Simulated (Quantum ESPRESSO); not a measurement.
Pd2AlMo4Mg, input and log of a self-consistent run

Simulated, not a measurement. The program is pw.x of Quantum ESPRESSO 7.5 (plane-wave density functional theory). The cell is made up: eight metal atoms on a hexagonal close-packed lattice, with elements, volume, strain and displacements drawn at random and not relaxed, so it may be unstable or far from any real phase. PseudoDojo standard norm-conserving files set the functional (PBE unless stated); there is no spin polarisation or spin-orbit coupling, the Fermi-Dirac width of 0.25 eV means electrons at about 2900 K, and the masses in the input are unused placeholders. A spin test at this wide smearing found no moment, but such smearing suppresses magnetism that the real alloy may have.

Input:

```
&control calculation='scf', pseudo_dir='./dojo.nc.sr.pbe.v0_5.standard.upf', outdir='./o', disk_io='minimal', tprnfor=.true., tstress=.true. /
&system ibrav=0, nat=8, ntyp=4, nbnd=69, ecutwfc=84.00895049, nosym=.true., tot_charge=0,
 occupations='smearing', smearing='fd', degauss=0.0183746611
/
&electrons conv_thr=1.470e-08, electron_maxstep=70, mixing_beta=0.5 /
ATOMIC_SPECIES
Al 1.0 Al.upf
Mg 1.0 Mg.upf
Mo 1.0 Mo.upf
Pd 1.0 Pd.upf
CELL_PARAMETERS angstrom
-2.9118 -0.0382 -0.037
0.0661 5.0595 0.0454
1.3009 -2.597 -9.4242
ATOMIC_POSITIONS angstrom
Pd 0.0188 0.0401 -0.0035
Al -0.0349 1.7138 -2.37
Pd -0.1131 -0.0055 -4.7211
Mo -0.0562 1.6685 -7.0436
Mg -1.3991 2.4146 0.0597
Mo -1.4296 4.146 -2.42
Mo -1.4702 2.497 -4.7059
Mo -1.5815 -0.9149 -7.1175
K_POINTS automatic
8 5 3 1 1 1
```

The log is shortened where brackets say so; the opening notice, blank lines, dates and the lines on written files are dropped, and the path of the files is cut. It prints rydbergs, bohrs and kilobars, and counts compression as positive stress. Its total energy is the free energy E - TS of the whole cell.

```
     Program PWSCF v.7.5
     Parallel version (MPI & OpenMP), running on       4 processor cores
     Number of MPI processes:                 4
     Threads/MPI process:                     1
     [start-up lines left out]
     bravais-lattice index     =            0
     lattice parameter (alat)  =       5.5034  a.u.
     unit-cell volume          =     936.1304 (a.u.)^3
     number of atoms/cell      =            8
     number of atomic types    =            4
     number of electrons       =       105.00
     number of Kohn-Sham states=           69
     kinetic-energy cutoff     =      84.0090  Ry
     charge density cutoff     =     336.0358  Ry
     scf convergence threshold =      1.5E-08
     mixing beta               =       0.5000
     number of iterations used =            8  plain     mixing
     Exchange-correlation= PBE
                           (   1   4   3   4   0   0   0)
     [axes and pseudopotential details left out]
   Cartesian axes
     site n.     atom                  positions (alat units)
         1        Pd     tau(   1) = (   0.0064554   0.0137693  -0.0012018  )
         2        Al     tau(   2) = (  -0.0119837   0.5884725  -0.8137938  )
         3        Pd     tau(   3) = (  -0.0388355  -0.0018886  -1.6210979  )
         4        Mo     tau(   4) = (  -0.0192976   0.5729177  -2.4185815  )
         5        Mg     tau(   5) = (  -0.4804130   0.8291082   0.0204994  )
         6        Mo     tau(   6) = (  -0.4908859   1.4236241  -0.8309625  )
         7        Mo     tau(   7) = (  -0.5048269   0.8574022  -1.6158786  )
         8        Mo     tau(   8) = (  -0.5430443  -0.3141519  -2.4439567  )
     number of k points=    60  Fermi-Dirac smearing, width (Ry)=  0.0184
                       cart. coord. in units 2pi/alat
        k(    1) = (  -0.0623147   0.0590602  -0.0763805), wk =   0.0333333
        k(    2) = (  -0.0649105   0.0572443   0.1297763), wk =   0.0333333
     [further k points left out]
     Dense  grid:    97301 G-vectors     FFT dimensions: (  36,  60, 120)
     Estimated max dynamical RAM per process >     355.26 MB
     Estimated total dynamical RAM >       1.32 GB
     Initial potential from superposition of free atoms
     starting charge     104.9907, renormalised to     105.0000
     Starting wfcs are   67 randomized atomic wfcs +    2 random wfcs
     total cpu time spent up to now is       12.9 secs
     per-process dynamical memory:   283.0 Mb
     Self-consistent Calculation
     iteration #  1     ecut=    84.01 Ry     beta= 0.50
     Davidson diagonalization with overlap
     ethr =  1.00E-02,  avg # of iterations =  3.1
     total cpu time spent up to now is       39.1 secs
     total energy              =   -1222.06005500 Ry
     estimated scf accuracy    <       9.20963468 Ry
     iteration #  2     ecut=    84.01 Ry     beta= 0.50
     Davidson diagonalization with overlap
     ethr =  8.77E-03,  avg # of iterations =  2.9
     total cpu time spent up to now is       66.3 secs
     total energy              =   -1222.42991050 Ry
     estimated scf accuracy    <      51.64427814 Ry
     iteration #  3     ecut=    84.01 Ry     beta= 0.50
     Davidson diagonalization with overlap
     ethr =  8.77E-03,  avg # of iterations =  4.4
     total cpu time spent up to now is       94.7 secs
     total energy              =   -1224.99467781 Ry
     estimated scf accuracy    <      68.36321077 Ry
     iteration #  4     ecut=    84.01 Ry     beta= 0.50
     Davidson diagonalization with overlap
     ethr =  8.77E-03,  avg # of iterations =  2.4
     total cpu time spent up to now is      118.3 secs
     total energy              =   -1227.29737664 Ry
     estimated scf accuracy    <      12.86701978 Ry
     iteration #  5     ecut=    84.01 Ry     beta= 0.50
     Davidson diagonalization with overlap
     ethr =  8.77E-03,  avg # of iterations =  1.0
     total cpu time spent up to now is      136.8 secs
     total energy              =   -1227.46785965 Ry
     estimated scf accuracy    <       1.97025317 Ry
     [iterations 6 to 15 left out]
     iteration # 16     ecut=    84.01 Ry     beta= 0.50
     Davidson diagonalization with overlap
     ethr =  1.16E-08,  avg # of iterations =  1.0
     total cpu time spent up to now is      383.4 secs
     total energy              =   -1227.58743561 Ry
     estimated scf accuracy    <       0.00000968 Ry
     iteration # 17     ecut=    84.01 Ry     beta= 0.50
     Davidson diagonalization with overlap
     ethr =  9.21E-09,  avg # of iterations =  1.0
     total cpu time spent up to now is      402.3 secs
     total energy              =   -1227.58743606 Ry
     estimated scf accuracy    <       0.00000049 Ry
     iteration # 18     ecut=    84.01 Ry     beta= 0.50
     Davidson diagonalization with overlap
     ethr =  4.70E-10,  avg # of iterations =  1.6
     total cpu time spent up to now is      424.8 secs
     total energy              =   -1227.58743609 Ry
     estimated scf accuracy    <       0.00000040 Ry
     iteration # 19     ecut=    84.01 Ry     beta= 0.50
     Davidson diagonalization with overlap
     ethr =  3.80E-10,  avg # of iterations =  1.0
     total cpu time spent up to now is      444.9 secs
     total energy              =   -1227.58743612 Ry
     estimated scf accuracy    <       0.00000002 Ry
     iteration # 20     ecut=    84.01 Ry     beta= 0.50
     Davidson diagonalization with overlap
     ethr =  1.56E-11,  avg # of iterations =  2.0
     total cpu time spent up to now is      470.7 secs
     End of self-consistent calculation
     [lines on levels left out]
!    total energy              =   -1227.58743611 Ry
     estimated scf accuracy    <       0.00000001 Ry
     smearing contrib. (-TS)   =      -0.11824445 Ry
     internal energy E=F+TS    =   -1227.46919166 Ry
     The total energy is F=E-TS. E is the sum of the following terms:
     one-electron contribution =    -514.08751379 Ry
     hartree contribution      =     302.10240728 Ry
     xc contribution           =    -184.59868778 Ry
     ewald contribution        =    -830.88539738 Ry
     convergence has been achieved in  20 iterations
     Forces acting on atoms (cartesian axes, Ry/au):
     atom    1 type  4   force =    -0.00067792   -0.00720704   -0.01198338
     atom    2 type  1   force =     0.00473742   -0.01832159   -0.01422292
     atom    3 type  4   force =     0.00538765    0.00036431   -0.00553130
     atom    4 type  3   force =    -0.00372901    0.00410179    0.00808175
     atom    5 type  2   force =    -0.00495243    0.02034523   -0.02529251
     atom    6 type  3   force =    -0.00034160   -0.01067649   -0.00836363
     atom    7 type  3   force =    -0.00487865    0.02289073   -0.02873660
     atom    8 type  3   force =     0.00445455   -0.01149694    0.08604859
     Total force =     0.105377     Total SCF correction =     0.000672
     Computing stress (Cartesian axis) and pressure
          total   stress  (Ry/bohr**3)                   (kbar)     P=     -128.95
  -0.00098216  -0.00004691  -0.00005041         -144.48       -6.90       -7.42
  -0.00004691  -0.00105608  -0.00007375           -6.90     -155.35      -10.85
  -0.00005041  -0.00007375  -0.00059161           -7.42      -10.85      -87.03
     init_run     :     11.65s CPU     12.64s WALL (       1 calls)
     electrons    :    453.60s CPU    457.81s WALL (       1 calls)
     forces       :      3.03s CPU      3.06s WALL (       1 calls)
     stress       :      9.91s CPU      9.91s WALL (       1 calls)
     [timing details left out]
     PWSCF        :   7m58.50s CPU   8m 3.79s WALL
     JOB DONE.
```

In other units: free energy -16702.178 eV for the cell, pressure -12.90 GPa, largest force component 2.212 eV/Å in size. The run took 486 s of wall time with four MPI processes on a shared machine (AMD EPYC, older, virtual cores), so the time is rough. A rerun of this cell at a higher cutoff and on a denser mesh moved values by no more than 0.005 eV in energy, 0.02 GPa in stress and 0.006 eV/Å in force, and a second program with other atomic files agreed on that cell to 2 % rms in force and 0.5 GPa in pressure.